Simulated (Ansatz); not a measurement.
Structures of Na2Os: which is lowest?

Plane-wave DFT in Ansatz with scalar-relativistic PAW potentials, cutoff 420 eV, Γ-centred meshes chosen by cell and gap, Gaussian smearing with energies taken to zero width. Every cell was relaxed (cell and atoms) in a run of its own, within the symmetry of its start. Functional: PBE.

Relaxed structures (starts from databases or built by putting these elements on another compound's sites):
A. P6_3/mmc, 6 atoms in the computed cell, a = 2.783 Å, c = 16.875 Å; sites (symmetry × multiplicity) Na 3m. × 4, Os -6m2 × 2; start: built
B. P6/mmm, 3 atoms in the computed cell, a = 5.151 Å, c = 2.491 Å; sites (symmetry × multiplicity) Na -6m2 × 2, Os 6/mmm × 1; start: built

Problem. Rank them by energy. Could pressure change the order?

Solution.
```csv
structure,group,E − E(lowest) (meV/atom),V (Å³/atom),gap on mesh (eV)
A,P6_3/mmc,0.0,18.86,0.00
B,P6/mmm,121,19.08,0.00
```

A is lowest, 121 meV/atom under B. The lowest is also the densest of these, so pressure wouldn't bring one of the others in at first order. Other structures may lie lower than all of these, and vibrations aren't counted.

Spin-orbit coupling is left out, which matters for the bands of heavy elements.